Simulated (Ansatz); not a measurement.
Hf$_{3}$ZrS$_{8}$ (C2/m) at 2 levels of theory

One geometry, relaxed with PBE; plane waves with PAW potentials in Ansatz, scalar-relativistic. No spin polarisation. Gaps are the least over mesh and band path; pressure is positive in compression.

```cif
data_structure
_symmetry_space_group_name_H-M 'C2/m'
_symmetry_Int_Tables_number 12
_cell_length_a 12.6793
_cell_length_b 7.3204
_cell_length_c 9.3118
_cell_angle_alpha 90.000
_cell_angle_beta 132.907
_cell_angle_gamma 90.000
_cell_volume 633.06
loop_
_atom_site_label
_atom_site_type_symbol
_atom_site_symmetry_multiplicity
_atom_site_Wyckoff_symbol
_atom_site_fract_x
_atom_site_fract_y
_atom_site_fract_z
_atom_site_occupancy
Zr1 Zr 2 a 0.00000 0.00000 0.00000 1
Hf1 Hf 2 b 0.00000 0.50000 0.00000 1
Hf2 Hf 4 e 0.25000 0.25000 0.00000 1
S1 S 4 i 0.27259 0.50000 0.21185 1
S2 S 4 i 0.77393 0.50000 0.21228 1
S3 S 8 j 0.02225 0.25168 0.21229 1
```

| level | cutoff (eV) | k mesh | gap (eV) | pressure (GPa) |
| --- | --- | --- | --- | --- |
| PBE | 420 | 6×6×6 | 1.18 | 0.0 |

Q: What comes out on the same cell with LDA?

A:
```csv
level,cutoff (eV),k mesh,gap (eV),pressure (GPa)
LDA,420,6×6×6,1.03,-4.7
```

Spin-orbit coupling matters for the bands of heavy elements and is left out. The cell holds layers, chains or molecules and no dispersion correction was added, so their binding is poorly described.

The structure comes from a generated guess; another structure or a mixture of phases may lie lower.
